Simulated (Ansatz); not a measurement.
A generator proposed this cell of Tm2CdC2.

```
CELL_PARAMETERS angstrom
4.27902 0.00000 0.00000
-2.13951 3.70574 0.00000
0.00000 0.00000 6.55060
ATOMIC_POSITIONS crystal
Tm 0.66667 0.33333 0.35199
Tm 0.33333 0.66667 0.64801
Cd 0.00000 0.00000 0.00000
C 0.66667 0.33333 0.74696
C 0.33333 0.66667 0.25304
```

All numbers below come from DFT PBE, scalar-relativistic, plane waves, PAW, and for the lanthanide a 4f-in-core norm-conserving potential, in Ansatz 0.2.0. Plane waves to 690 eV, a k mesh through Γ of 6×6×4 on the computed 5-atom cell and Gaussian smearing (0.10 eV); no spin polarisation.

Formation energies are uncorrected and refer to the elements' standard structures at the same level.

Q: What does a single point on this coarse mesh give?

A: The pressure is -11.6 GPa (the mean over three directions, positive in compression), the largest force is 2.49 eV/Å, and the energy is +0.53 eV/atom against the elements. The shortest distance is 2.55 Å.

Q: Is it a good guess?

A: A rough one: relaxing gains about 0.36 eV/atom (the start's value is from the coarse mesh, so the gain is rough) in 14 ionic steps and ends at +0.17 eV/atom on the finer mesh. The symmetry stays P-3m1 (No. 164). The volume per atom shrinks by 19.8 %, from 20.8 to 16.7 Å³. The shortest distance goes from 2.55 Å (Tm–C) to 2.47 Å (Tm–C). The ratio c/a of the conventional cell changes by a factor of 0.81. Conventional cell: a = 4.260 Å, c = 5.298 Å. Tm has 4 C at 2.47 Å, 1 C at 2.83 Å and 3 Cd at 2.89 Å; Cd is surrounded by 6 C at 2.79 Å and 6 Tm at 2.89 Å; around C lie 4 Tm at 2.47 Å, 3 Cd at 2.79 Å and 1 Tm at 2.83 Å.

The last run used a 12×12×8 mesh (in the run's order of axes) for its 5-atom cell and Gaussian smearing of 0.10 eV. The reference form of C is held partly by dispersion forces, which this level lacks. The relaxation can't lower the symmetry of the start, and the grade says only how near the guess is to its own end. Symmetry constrained the relaxation, so the result can be a saddle point.

The lanthanide is trivalent by construction, without f bands, f moments or other valences. The reference runs of the other elements, and any phases without the lanthanide, used 420 eV, which shifts energies against them by under 10 meV/atom. The lanthanide's reference is the lowest of its hcp, dhcp and fcc cells.
